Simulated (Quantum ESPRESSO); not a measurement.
Hf3GaFO7, input and log of a self-consistent run

A calculation, not a measurement. The program is pw.x of Quantum ESPRESSO 7.5 (plane-wave density functional theory). The cell is made up: 12 atoms on a fluorite lattice, with randomly drawn elements, strain and displacements, not relaxed. PseudoDojo standard norm-conserving files (v0.5 for PBE, v0.4.1 for LDA and PBEsol) set the functional; there is no spin polarisation, spin-orbit coupling or dispersion term, and the masses in the input are unused placeholders.

The hafnium pseudopotential is less sure than the others, with forces about 3 percent (worst 6) and pressure in oxides about 1.5 GPa (worst 2.7) from a second method in checks, which no rerun with the same files tests.

Input:

```
&control calculation='scf', pseudo_dir='./dojo.nc.sr.pbe.v0_5.standard.upf', outdir='./o', disk_io='low', tprnfor=.true., tstress=.true. /
&system ibrav=0, nat=12, ntyp=4, nbnd=55, ecutwfc=105.61755193, nosym=.true., tot_charge=0,
 occupations='smearing', smearing='fd', degauss=0.0018374661
/
&electrons conv_thr=7.350e-09, electron_maxstep=60, /
ATOMIC_SPECIES
F 1.0 F.upf
Ga 1.0 Ga.upf
Hf 1.0 Hf.upf
O 1.0 O.upf
CELL_PARAMETERS angstrom
5.0797 0.0 0.0
0.0 5.0797 0.0
0.0 0.0 5.0797
ATOMIC_POSITIONS angstrom
Hf -0.0227 -0.0217 -0.0318
Ga -0.082 2.5002 2.6469
Hf 2.5118 0.1308 2.4946
Hf 2.5257 2.5109 0.2168
F 1.3666 1.2458 1.2025
O 1.2593 1.2682 3.76
O 1.3556 3.7635 1.4534
O 1.244 3.8941 3.8181
O 3.8083 1.2686 1.2116
O 3.7526 1.421 3.6306
O 3.7481 3.8057 1.2997
O 3.7225 3.8476 3.7928
K_POINTS automatic
6 6 6 1 1 1
```

The log is shortened where brackets say so; the opening notice, blank lines, dates and the lines on written files are dropped, and the path of the files is cut. It prints rydbergs, bohrs and kilobars, and counts compression as positive stress. With no partly filled state, the Fermi energy that it prints is only some level between the filled and the empty states on the mesh, and need not lie in the true gap.

```
     Program PWSCF v.7.5
     Parallel version (MPI & OpenMP), running on       4 processor cores
     Number of MPI processes:                 4
     Threads/MPI process:                     1
     [start-up lines left out]
     bravais-lattice index     =            0
     lattice parameter (alat)  =       9.5992  a.u.
     unit-cell volume          =     884.5264 (a.u.)^3
     number of atoms/cell      =           12
     number of atomic types    =            4
     number of electrons       =        98.00
     number of Kohn-Sham states=           55
     kinetic-energy cutoff     =     105.6176  Ry
     charge density cutoff     =     422.4702  Ry
     scf convergence threshold =      7.3E-09
     mixing beta               =       0.7000
     number of iterations used =            8  plain     mixing
     Exchange-correlation= PBE
                           (   1   4   3   4   0   0   0)
     [axes and pseudopotential details left out]
   Cartesian axes
     site n.     atom                  positions (alat units)
         1        Hf     tau(   1) = (  -0.0044688  -0.0042719  -0.0062602  )
         2        Ga     tau(   2) = (  -0.0161427   0.4921944   0.5210741  )
         3        Hf     tau(   3) = (   0.4944780   0.0257496   0.4910920  )
         4        Hf     tau(   4) = (   0.4972144   0.4943008   0.0426797  )
         5        F      tau(   5) = (   0.2690316   0.2452507   0.2367266  )
         6        O      tau(   6) = (   0.2479083   0.2496604   0.7402012  )
         7        O      tau(   7) = (   0.2668662   0.7408902   0.2861193  )
         8        O      tau(   8) = (   0.2448964   0.7666004   0.7516389  )
         9        O      tau(   9) = (   0.7497096   0.2497392   0.2385180  )
        10        O      tau(  10) = (   0.7387444   0.2797409   0.7147272  )
        11        O      tau(  11) = (   0.7378585   0.7491978   0.2558616  )
        12        O      tau(  12) = (   0.7328189   0.7574463   0.7466583  )
     number of k points=   108  Fermi-Dirac smearing, width (Ry)=  0.0018
     Number of k-points >= 100: set verbosity='high' to print them.
     Dense  grid:   130003 G-vectors     FFT dimensions: (  64,  64,  64)
     Estimated max dynamical RAM per process >     589.87 MB
     Estimated total dynamical RAM >       2.21 GB
     Initial potential from superposition of free atoms
     starting charge      97.9917, renormalised to      98.0000
     Starting wfcs are   71 randomized atomic wfcs
     total cpu time spent up to now is       19.1 secs
     per-process dynamical memory:   507.2 Mb
     Self-consistent Calculation
     iteration #  1     ecut=   105.62 Ry     beta= 0.70
     Davidson diagonalization with overlap
     ethr =  1.00E-02,  avg # of iterations =  2.0
     total cpu time spent up to now is       54.5 secs
     total energy              =    -771.34595137 Ry
     estimated scf accuracy    <       4.21138749 Ry
     iteration #  2     ecut=   105.62 Ry     beta= 0.70
     Davidson diagonalization with overlap
     ethr =  4.30E-03,  avg # of iterations =  5.5
     total cpu time spent up to now is      102.0 secs
     total energy              =    -770.69605216 Ry
     estimated scf accuracy    <      12.00399908 Ry
     iteration #  3     ecut=   105.62 Ry     beta= 0.70
     Davidson diagonalization with overlap
     ethr =  4.30E-03,  avg # of iterations =  3.9
     total cpu time spent up to now is      148.6 secs
     total energy              =    -773.35371938 Ry
     estimated scf accuracy    <       0.73825825 Ry
     iteration #  4     ecut=   105.62 Ry     beta= 0.70
     Davidson diagonalization with overlap
     ethr =  7.53E-04,  avg # of iterations =  2.1
     total cpu time spent up to now is      201.8 secs
     total energy              =    -773.40378707 Ry
     estimated scf accuracy    <       0.18259050 Ry
     iteration #  5     ecut=   105.62 Ry     beta= 0.70
     Davidson diagonalization with overlap
     ethr =  1.86E-04,  avg # of iterations =  2.4
     total cpu time spent up to now is      240.0 secs
     total energy              =    -773.40486860 Ry
     estimated scf accuracy    <       0.04473669 Ry
     [iterations 6 to 10 left out]
     iteration # 11     ecut=   105.62 Ry     beta= 0.70
     Davidson diagonalization with overlap
     ethr =  5.73E-09,  avg # of iterations =  2.3
     total cpu time spent up to now is      557.7 secs
     total energy              =    -773.41772155 Ry
     estimated scf accuracy    <       0.00000112 Ry
     iteration # 12     ecut=   105.62 Ry     beta= 0.70
     Davidson diagonalization with overlap
     ethr =  1.14E-09,  avg # of iterations =  3.5
     total cpu time spent up to now is      599.6 secs
     total energy              =    -773.41772170 Ry
     estimated scf accuracy    <       0.00000020 Ry
     iteration # 13     ecut=   105.62 Ry     beta= 0.70
     Davidson diagonalization with overlap
     ethr =  2.04E-10,  avg # of iterations =  4.7
     total cpu time spent up to now is      644.7 secs
     total energy              =    -773.41772175 Ry
     estimated scf accuracy    <       0.00000010 Ry
     iteration # 14     ecut=   105.62 Ry     beta= 0.70
     Davidson diagonalization with overlap
     ethr =  1.03E-10,  avg # of iterations =  2.0
     total cpu time spent up to now is      682.3 secs
     total energy              =    -773.41772176 Ry
     estimated scf accuracy    <          7.5E-09 Ry
     iteration # 15     ecut=   105.62 Ry     beta= 0.70
     Davidson diagonalization with overlap
     ethr =  7.70E-12,  avg # of iterations =  4.5
     total cpu time spent up to now is      733.0 secs
     End of self-consistent calculation
     Number of k-points >= 100: set verbosity='high' to print the bands.
     the Fermi energy is    12.3992 ev
!    total energy              =    -773.41772176 Ry
     estimated scf accuracy    <          1.5E-09 Ry
     smearing contrib. (-TS)   =      -0.00000000 Ry
     internal energy E=F+TS    =    -773.41772176 Ry
     The total energy is F=E-TS. E is the sum of the following terms:
     one-electron contribution =    -161.22128097 Ry
     hartree contribution      =     146.83741377 Ry
     xc contribution           =    -197.70403245 Ry
     ewald contribution        =    -561.32982211 Ry
     convergence has been achieved in  15 iterations
     Forces acting on atoms (cartesian axes, Ry/au):
     atom    1 type  3   force =    -0.06401620   -0.12121178   -0.12009169
     atom    2 type  2   force =    -0.02296593    0.10258240    0.06432723
     atom    3 type  3   force =     0.08458197   -0.15655528    0.15725044
     atom    4 type  3   force =     0.09166576    0.18918858   -0.18402263
     atom    5 type  1   force =    -0.08621234   -0.03038708    0.00635109
     atom    6 type  4   force =    -0.03251930    0.02879039    0.01465992
     atom    7 type  4   force =    -0.07584051   -0.01475597   -0.06510593
     atom    8 type  4   force =    -0.02815594   -0.01245064    0.07005466
     atom    9 type  4   force =     0.02845519   -0.01094002   -0.02315490
     atom   10 type  4   force =     0.02419766   -0.03540530    0.05737726
     atom   11 type  4   force =     0.05591255    0.00761486   -0.02464249
     atom   12 type  4   force =     0.02489709    0.05352983    0.04699704
     Total force =     0.474863     Total SCF correction =     0.000069
     Computing stress (Cartesian axis) and pressure
          total   stress  (Ry/bohr**3)                   (kbar)     P=       25.57
   0.00024238   0.00009555  -0.00005192           35.66       14.06       -7.64
   0.00009555   0.00017588  -0.00000625           14.06       25.87       -0.92
  -0.00005192  -0.00000625   0.00010319           -7.64       -0.92       15.18
     init_run     :     17.47s CPU     18.49s WALL (       1 calls)
     electrons    :    709.32s CPU    713.93s WALL (       1 calls)
     forces       :      7.45s CPU      7.61s WALL (       1 calls)
     stress       :     26.53s CPU     27.55s WALL (       1 calls)
     [timing details left out]
     PWSCF        :  12m41.54s CPU  12m48.69s WALL
     JOB DONE.
```

In other units: free energy -10522.884 eV for the cell, pressure 2.56 GPa, largest force component 4.864 eV/Å. This run is the check on a run of the same cell at a cutoff of 1143 eV and k mesh 4 x 4 x 4: rerunning at a cutoff of 1437 eV and k mesh 6 x 6 x 6 moved values by no more than 0.002 eV in energy, 0.03 GPa in stress and 0.005 eV/Å in force.